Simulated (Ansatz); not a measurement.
Polymorphs of TePt, each relaxed with PBEsol in the plane-wave PAW code Ansatz:

A: Pmma
a = 3.601 Å, b = 3.494 Å, c = 7.234 Å, α = β = γ = 90.00°

| atom | site | symmetry | x | y | z |
|---|---|---|---|---|---|
| Pt | 2e | mm2 | 0.7500 | 0.0000 | 0.1439 |
| Te | 2f | mm2 | 0.2500 | 0.5000 | 0.2787 |

B: Cmcm
a = 3.937 Å, b = 10.527 Å, c = 3.891 Å, α = 90.00°, β = 90.00°, γ = 90.00°

```json
[
 {"atom": "Te", "site": "4c", "symmetry": "m2m", "x": "0.0000", "y": "0.6436", "z": "0.2500"},
 {"atom": "Pt", "site": "4c", "symmetry": "m2m", "x": "0.0000", "y": "0.1015", "z": "0.7500"}
]
```

C: CsCl type (Pm-3m)
a = b = c = 3.3919 Å, α = β = γ = 90.00°

| atom | site | symmetry | x | y | z |
|---|---|---|---|---|---|
| Pt | 1a | m-3m | 0.0000 | 0.0000 | 0.0000 |
| Te | 1b | m-3m | 0.5000 | 0.5000 | 0.5000 |

Task: Put the candidates in order of energy per atom at 0 K, lowest first, for PBEsol.

Result: B (+0 meV/atom), A (+95 meV/atom), C (+292 meV/atom)

Typed or built starts, not in the databases checked: A; B; C. All cells were relaxed under the symmetry of their starts (and spin orders); stability against distortions was not tested throughout. Named crystals with no word on spin ran without spin polarisation. Spin–orbit coupling is left out wherever it is not named.

Energies hold the estimated change up to a 700 eV cutoff; steps of a few meV lie near the error of the meshes.

Potentials: the earlier of the program's two PAW sets. The files were generated under PBE; for other functionals the program regenerates the frozen cores, and for LDA and PBEsol the local potential too.
